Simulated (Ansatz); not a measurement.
# CdPtC6N6 — ¹⁴N nuclear quadrupole resonance

Cell: a structure deposited in the COD whose atoms were relaxed with PBE, the cell held.

Space group Fm-3m (No. 225); a = 10.9474 Å.

```
site  Wyckoff  site symmetry       x       y       z
  Cd       4b           m-3m  0.5000  0.5000  0.5000
  Pt       4a           m-3m  0.0000  0.0000  0.0000
   C      24e           4m.m  0.5000  0.5000  0.1833
   N      24e           4m.m  0.5000  0.5000  0.2890
```

One atom of each set is listed; the run and its k-mesh use a cell of 14 atoms with edges of 7.74, 7.74, 7.74 Å.

Method: Kohn–Sham DFT in Ansatz, r2SCAN, plane waves and PAW, scalar-relativistic, 500 eV cutoff, Γ-centred 5×5×5 k-points, Fermi–Dirac smearing 0.05 eV.

¹⁴N: I = 1, Q = 20.44 mb (year-2017 value). Static lattice, zero field.

Q: At which frequencies do the ¹⁴N NQR lines lie?

A: For I = 1 the lines are ν± = (3/4)|C_Q|(1 ± η/3) and ν₀ = |C_Q|η/2.

```tsv
site	atoms	V_zz (10²¹ V/m²)	C_Q (MHz)	η	line frequencies (MHz)
N	6	-6.15	-3.04	0.00	2.28
```

An axis of threefold or higher order runs through N, so V_zz lies along it and η is zero.

The largest force is 0.9 eV/Å, so the atoms aren't at the calculated equilibrium and relaxing them would move these values. The database entry as given showed forces above 3 eV/Å or a pressure above 30 GPa, though relaxing it moves no atom far.
